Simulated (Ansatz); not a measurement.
Relaxed polymorphs of Zn. Level of theory: r2SCAN (plane waves to 500 eV, PAW, scalar-relativistic; Ansatz, a quantum-chemistry and plane-wave program). One row is withheld; estimate it from its structure type, its coordination and the trend of the others.

| structure | coordination | E − E(first row) (eV/atom) | V (Å³/atom) |
|---|---|---|---|
| P6₃/mmc, hP2, hcp (Mg type) | Zn 6+6 | 0.00 | 14.72 |
| P6₃/mmc, hP4, AFLOW prototype A_hP4_194_ac (A3', as in La) | – | 0.03 | 14.21 |
| Fm-3m, cF4, fcc (Cu type) | Zn 12 (cuboctahedral) | ___ | ___ |
| Fd-3m, cF8, diamond type | Zn 4 (tetrahedral) | 0.56 | 23.01 |
| Pa-3, cP8 | – | 0.05 | 14.57 |
| I4₁/amd, tI4 | – | 0.24 | 16.44 |
| Im-3m, cI2, bcc (W type) | Zn 8 (cubic)+6 | 0.10 | 14.41 |
| Pm-3n, cP8 | – | 0.04 | 14.50 |

**Question.** What belongs in the gaps?

**Answer.** 
- Fm-3m, cF4, fcc (Cu type), E − E(first row) (eV/atom): 0.03
- Fm-3m, cF4, fcc (Cu type), V (Å³/atom): 14.30

The withheld cell: Fm-3m (No. 225), cF4, fcc (Cu type); a = 3.8526 Å, b = 3.8526 Å, c = 3.8526 Å, α = 90.00°, β = 90.00°, γ = 90.00°; Zn 4a (0.000, 0.000, 0.000). Coordination numbers (neighbours up to the widest gap in distance over summed covalent radii, below 1.35; n+m marks a second, longer set).

Each run could gain symmetry but not lose that of its start, so entries can be saddle points. From databases, or of a type measured for this composition: P6₃/mmc, hP2, hcp (Mg type); the others are generated cells (placed on structure types, drawn at random, substituted or restacked) that were not matched to a known phase here. Energies are at zero temperature and pressure, without zero-point motion. Each cell has its own k-point mesh; energy differences are given only to the digits this allows. No spin polarisation in the result.
